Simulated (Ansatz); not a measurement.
Consider the following.

AsRu (CsCl type, space group No. 221), a = b = c = 3.079 Å, α = β = γ = 90.00°.

This is the PBE-relaxed structure.

Q: All from DFT-PBE in the program Ansatz with PAW potentials, unless another level is named. Predict the electronic character.

A: metallic (no gap).

Q: Predict the density of states at the Fermi level.

A: 1.3 states/eV per atom (mean over ±0.08 eV).

Q: Predict the formation energy from the elements (no fitted shifts).

A: 0.029 eV/atom.

Q: Predict the gap with spin–orbit coupling.

A: none (metallic).

Space group Pm-3m (CsCl type). The cell is a constructed one: a structure type filled with these elements; neither database checked (COD, Materials Project) lists it. Whether it is the stable phase at ambient conditions was not checked. The PBE relaxation kept the symmetry of its start; whether a distortion lowers the energy is not shown. No spin polarisation was allowed. The references are the lowest solids computed at this level, not always the standard phases. Scalar-relativistic: spin–orbit coupling is off unless named, which matters more the heavier the elements.

Potentials: the earlier of the program's two PAW sets.
